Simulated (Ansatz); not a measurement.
Na: a film clamped to a substrate

Level of theory: DFT PBEsol, scalar-relativistic, plane waves, PAW in Ansatz 0.2.0. The runs took a 420 eV cutoff, a Γ-centred 12×12×8 mesh and Gaussian smearing (0.15 eV). No spin polarisation. Energies are free energies at this smearing, counted from the undisturbed cell; pressure is positive in compression.

The starting cell (as given, not relaxed at this level; it stands at -0.3 GPa; this form isn't the usual structure):

```xyz
2
Lattice="3.7670 0.0000 0.0000 -1.8835 3.2623 0.0000 0.0000 0.0000 6.1540" Properties=species:S:1:pos:R:3 pbc="T T T"
Na    0.0000    2.1749    1.5385
Na    1.8835    1.0874    4.6155
```

The cell (2 atoms, V0 = 75.63 Å³) is strained by p along both x and y and by q along z, fractional coordinates fixed. τp = (1/V0) ∂E/∂p = (σxx + σyy)(1 + p)(1 + q) and τq = (1/V0) ∂E/∂q = σzz(1 + p)², with tension positive.

```csv
p,q,ΔE (meV/atom),τp (GPa),τq (GPa)
0.000,0.000,0.00,0.50,0.36
-0.025,0.000,-0.13,-0.48,0.20
0.025,0.000,5.39,1.31,0.52
0.000,-0.025,-1.04,0.32,-0.02
0.000,0.025,3.17,0.64,0.70
```

Problem. Get the second derivatives of the energy density.

Solution. Central differences give A = ∂τp/∂p = 36 GPa (C11 + C22 + 2 C12), C = ∂τq/∂q = 14.4 GPa (C33) and the cross term B = ∂τq/∂p = 6.3 GPa (C13 + C23); ∂τp/∂q = 6.3 GPa must equal B, and any difference shows higher-order terms. The ions are clamped.

Problem. A film of this crystal grows with z along the normal on a substrate that imposes p. How does its thickness respond, and what does the misfit cost?

Solution. Count p and q from the stress-free cell. A free surface needs τq = 0, so q = −(B/C) p = -0.44 p. The energy density left is (A − B²/C) p²/2 = M p², with the biaxial modulus M = 16.5 GPa; a misfit of 1 % costs 0.39 meV/atom, against 0.42 meV/atom if the thickness were held.

At p = -0.050 the energies along q are 11.1 (q = -0.050), 7.2 (q = -0.025), 6.1 (q = 0.000), 7.4 (q = 0.025), 11.0 (q = 0.050) meV/atom.

Problem. Does the linear rule hold at this misfit?

Solution. A parabola through the lowest point and its neighbours has its minimum at q = -0.001, 6.1 meV/atom. With the stress left in the starting cell, τp0 and τq0, linear elasticity gives q = −(τq0 + Bp)/C = -0.003 and E = V0(τp0 p + τq0 q + Ap²/2 + Bpq + Cq²/2)/N = 4.7 meV/atom. The energies differ by more than a tenth, so the quadratic law fails here: the gap holds the anharmonic part, with some error from the wide steps. Cubic terms also shift the vertex of so wide a parabola.

In a metal these slopes depend on the k mesh and the smearing.